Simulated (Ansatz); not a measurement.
## Band table of Au (sc type)

```
CELL_PARAMETERS angstrom
1.98499 0.00000 0.00000
0.00000 1.98499 0.00000
0.00000 0.00000 1.98499
ATOMIC_POSITIONS crystal
Au 0.00000 0.00000 0.00000
```

The cell comes from a relaxation on PAW files under the same functional, begun from a prototype that needn't be the stable phase.

Computed with Ansatz 0.2.0; functional PBEsol, scalar-relativistic. Settings: a Γ-centred 14×14×14 k mesh, Fermi–Dirac smearing of 0.08 eV, no spin polarisation. Methods: LAPW: all electrons, basis error target 1 meV/atom.

This run: volume at 0.4 of the series' base cell.

Spin–orbit coupling is left out, which matters for the heavy atoms. The structure type is held throughout; the real material can change phase at far lower pressure.

Path points, in fractions of the reciprocal vectors: Γ (0.000, 0.000, 0.000), X (0.000, 0.500, 0.000), M (0.500, 0.500, 0.000), R (0.500, 0.500, 0.500). The distance column jumps between branches of the path. Levels in eV from the Fermi level; bands 21 to 27, counted from the lowest band of the run. The gap is zero, the pressure 1363 GPa.

```
# k(1/Å) point b21 b22 b23 b24 b25 b26 b27
0.000 Γ -21.31 -20.65 -20.65 -2.37 -2.37 -2.37 16.82
0.198 - -21.09 -20.59 -20.24 -2.83 -2.83 -2.34 15.65
0.396 - -20.69 -20.42 -18.81 -3.99 -3.99 -2.25 13.17
0.594 - -20.17 -20.15 -16.55 -5.49 -5.49 -2.11 10.52
0.791 - -19.83 -19.51 -13.81 -7.02 -7.02 -1.94 8.29
0.989 - -19.48 -18.77 -11.09 -8.36 -8.36 -1.77 6.92
1.187 - -19.18 -18.06 -9.39 -9.39 -9.01 -1.62 6.89
1.385 - -18.96 -17.52 -10.03 -10.03 -7.96 -1.52 8.13
1.583 X -18.89 -17.31 -10.25 -10.25 -7.69 -1.49 9.07
1.781 - -18.63 -16.94 -11.80 -10.20 -6.28 -1.87 9.03
1.978 - -18.17 -15.62 -14.14 -10.05 -4.31 -2.89 8.88
2.176 - -17.72 -16.42 -13.27 -9.81 -4.24 -2.54 8.55
2.374 - -18.43 -17.27 -10.17 -9.53 -5.65 -1.01 7.96
2.572 - -20.10 -16.82 -9.23 -6.91 -6.64 0.31 7.09
2.770 - -21.33 -16.43 -8.96 -7.89 -3.02 1.42 5.99
2.968 - -22.10 -16.15 -8.78 -8.50 0.25 2.20 4.65
3.165 M -22.35 -16.05 -8.71 -8.71 2.48 2.48 3.17
3.445 - -21.84 -16.25 -8.61 -8.53 -0.61 1.32 5.39
3.725 - -20.37 -16.81 -8.28 -7.98 -4.58 -1.64 7.30
4.005 - -18.28 -17.49 -8.66 -7.66 -7.11 -5.41 9.07
4.284 - -18.62 -15.94 -12.50 -8.58 -6.72 -5.99 10.97
4.564 - -19.49 -16.38 -15.82 -8.39 -5.48 -4.75 13.01
4.844 - -20.23 -18.66 -18.42 -5.69 -4.09 -3.57 14.77
5.124 - -20.86 -20.29 -20.08 -3.29 -2.88 -2.70 15.98
5.404 Γ -21.31 -20.65 -20.65 -2.37 -2.37 -2.37 16.82
5.746 - -20.50 -20.02 -20.02 -3.41 -3.17 -3.17 16.26
6.089 - -18.36 -18.20 -18.20 -5.71 -5.39 -5.39 15.83
6.432 - -16.18 -15.42 -15.42 -8.43 -8.43 -7.01 15.79
6.774 - -16.31 -13.07 -13.07 -10.42 -10.42 -4.40 14.35
7.117 - -17.69 -15.26 -15.26 -6.94 -6.94 1.11 10.12
7.460 - -18.78 -17.50 -17.50 -2.46 -2.46 4.96 8.14
7.802 - -19.30 -18.94 -18.94 1.74 1.74 1.83 14.15
8.145 R -19.43 -19.43 -19.43 0.63 3.82 3.82 17.20
8.425 - -19.44 -19.19 -18.92 1.43 1.78 2.98 16.13
8.704 - -19.36 -18.50 -17.43 -2.27 0.56 3.69 14.01
8.984 - -18.99 -17.37 -15.13 -6.58 -2.98 6.68 11.95
9.264 - -18.16 -15.86 -12.53 -10.58 -6.54 6.25 10.63
9.544 - -16.77 -14.10 -14.00 -12.36 -7.06 2.59 9.63
9.824 - -16.64 -14.80 -14.80 -12.30 -4.44 -1.39 9.11
10.103 - -18.31 -16.65 -12.33 -10.84 -5.17 -2.27 9.02
10.383 X -18.89 -17.31 -10.25 -10.25 -7.69 -1.49 9.07
12.621 R -19.43 -19.43 -19.43 0.63 3.82 3.82 17.20
12.819 - -19.57 -19.17 -19.17 1.03 2.38 3.80 16.82
13.017 - -19.96 -18.41 -18.41 -0.88 2.20 3.72 15.70
13.215 - -20.50 -17.18 -17.18 -4.64 3.61 4.03 13.91
13.413 - -21.07 -15.53 -15.53 -8.28 3.49 6.37 11.52
13.611 - -21.59 -13.56 -13.56 -11.46 3.36 8.74 8.74
13.808 - -22.00 -13.93 -11.44 -11.44 3.26 5.89 5.89
14.006 - -22.26 -15.51 -9.56 -9.56 3.19 3.51 3.51
14.204 M -22.35 -16.05 -8.71 -8.71 2.48 2.48 3.17
```
